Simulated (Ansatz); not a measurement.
Here is the system:

CdGeAs2:
```
CdGeAs2
1.0
   -2.99194     2.99194     5.65799
    2.99194    -2.99194     5.65799
    2.99194     2.99194    -5.65799
Cd Ge As
2 2 4
Cartesian
  2.99194   0.00000   2.82900
  0.00000   0.00000   5.65799
  0.00000   0.00000   0.00000
  0.00000   2.99194   2.82900
  1.32092   4.48791   1.41450
  1.49597   1.67102   4.24349
  1.67102  -1.49597   7.07249
  1.49597   1.32092  -1.41450
```

This is the HSE06-relaxed structure.

Question: All from DFT-HSE06 in the program Ansatz with PAW potentials, unless another level is named. Give the gap with spin–orbit coupling.

Answer: 0.38 eV (at the special points and the edges found without it).

Question: And the band gap?

Answer: 0.44 eV (direct).

Question: Next, the valence-band maximum?

Answer: at Γ.

Space group I-42d (chalcopyrite). The HSE06 relaxation kept the symmetry of its start. The hybrid was solved on a coarse mesh, the path and, where they were found, the r²SCAN edge points; its band edges are the extreme levels among these. Spin–orbit coupling is left out wherever it is not named.

Potentials: the later of the program's two PAW sets.
